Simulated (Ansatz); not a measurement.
## Ba₆LiNb₂IrCl₂O₁₂ — electrostatic potentials at the Cl nuclei

Cell: a computed structure from the Materials Project (it need not be an observed phase).

Space group Cm (No. 8); a = 11.0824, b = 5.8886, c = 15.0506 Å, β = 94.13°.

| site | Wyckoff | site symmetry | x | y | z |
| --- | --- | --- | --- | --- | --- |
| Ba1 | 2a | m | 0.6931 | 0.0000 | 0.6224 |
| Ba2 | 2a | m | 0.6844 | 0.0000 | 0.2038 |
| Ba3 | 2a | m | 0.3431 | 0.0000 | 0.3583 |
| Ba4 | 2a | m | 0.3474 | 0.0000 | 0.0736 |
| Ba5 | 2a | m | 0.6427 | 0.0000 | 0.9418 |
| Ba6 | 2a | m | 0.2869 | 0.0000 | 0.8021 |
| Li | 2a | m | 0.5004 | 0.0000 | 0.7277 |
| Nb8 | 2a | m | 0.9969 | 0.0000 | 0.1854 |
| Nb9 | 2a | m | 0.9918 | 0.0000 | 0.8148 |
| Ir | 2a | m | 0.9943 | 0.0000 | 0.9954 |
| Cl11 | 2a | m | 0.3599 | 0.0000 | 0.5902 |
| Cl12 | 2a | m | 0.6952 | 0.0000 | 0.4170 |
| O13 | 4b | 1 | 0.5606 | 0.7358 | 0.0885 |
| O14 | 4b | 1 | 0.4078 | 0.7421 | 0.2365 |
| O15 | 4b | 1 | 0.5805 | 0.7372 | 0.7498 |
| O17 | 2a | m | 0.1479 | 0.0000 | 0.2541 |
| O18 | 4b | 1 | 0.4326 | 0.2529 | 0.9035 |
| O19 | 2a | m | 0.8401 | 0.0000 | 0.7484 |
| O21 | 2a | m | 0.1478 | 0.0000 | 0.9229 |
| O24 | 2a | m | 0.8437 | 0.0000 | 0.0727 |

One atom of each set is listed; the run and its k-mesh use a cell of 24 atoms with edges of 6.27, 6.27, 15.05 Å.

Level of theory: DFT, PBE, plane waves and PAW, scalar-relativistic, 420 eV cutoff, Γ-centred 5×5×2 k-points, Fermi–Dirac smearing 0.02 eV (Ansatz 0.2.0).

The potential at a nucleus is that of all electrons and the other nuclei. A higher potential binds the core electrons more strongly, so differences between sites of one element are the initial-state part of core-level shifts.

Q: Rank the Cl sites by the potential at the nucleus, lowest first, and give each against the lowest.
A. Cl12: 5 Ba at 3.09–3.94 Å
B. Cl11: 1 Li at 2.50 Å; also 1 Ba at 3.35 Å

A: A (0.00 V), B (0.35 V).

The largest force is 0.5 eV/Å, so the atoms aren't at the calculated equilibrium and relaxing them would move these values.
